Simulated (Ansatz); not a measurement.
Data:

AlGa3N4:
```cif
data_AlGa3N4
_chemical_formula_sum 'Al1 Ga3 N4'
_space_group_name_H-M_alt 'Pm'
_space_group_IT_number 6
_space_group_name_Hall 'P -2y'
_cell_length_a 5.09748
_cell_length_b 3.13594
_cell_length_c 5.42744
_cell_angle_alpha 90.000
_cell_angle_beta 90.036
_cell_angle_gamma 90.000
loop_
_atom_site_label
_atom_site_type_symbol
_atom_site_symmetry_multiplicity
_atom_site_Wyckoff_symbol
_atom_site_fract_x
_atom_site_fract_y
_atom_site_fract_z
_atom_site_occupancy
Al1 Al 1 b 0.00059 0.50000 0.66737 1
Ga1 Ga 1 b 0.49900 0.50000 0.33485 1
Ga2 Ga 1 a 0.49897 0.00000 0.83161 1
Ga3 Ga 1 a 0.99965 0.00000 0.16620 1
N1 N 1 b 0.11981 0.50000 0.33978 1
N2 N 1 a 0.11789 0.00000 0.82670 1
N3 N 1 a 0.62055 0.00000 0.16624 1
N4 N 1 b 0.63095 0.50000 0.66726 1
```

This is the LDA-relaxed structure.

Q: All from DFT-LDA in the program Ansatz with PAW potentials, unless another level is named. Predict the hole effective mass.

A: 0.22, 2.3, 2.6 mₑ (principal values).

Q: Give the formation energy from the elements (no fitted shifts).

A: -0.97 eV/atom.

Q: Predict the weight of the conduction-edge state by species (Voronoi cells).

A: N 55 %, Ga 38 %, Al 8 %.

Q: And the valence-band maximum?

A: at Γ.

The workflow started from a Materials Project entry (that database holds measured and hypothetical structures alike); the Crystallography Open Database copy checked does not list it. With Al and Ga taken as one species the cell has the higher symmetry P6_3mc, so it may be an ordered model of a mixed-site phase. Whether it is the stable phase at ambient conditions was not checked. The cell was relaxed with LDA under the symmetry of its start; phonons on a q-mesh show no instability. The references are the lowest solids computed at this level, not always the standard phases (solids in place of the gases). Scalar-relativistic: spin–orbit coupling is off unless named, which matters more the heavier the elements.

Potentials: the later of the program's two PAW sets.

Edges and masses are those of Kohn–Sham bands, whose gap is no quasiparticle gap.
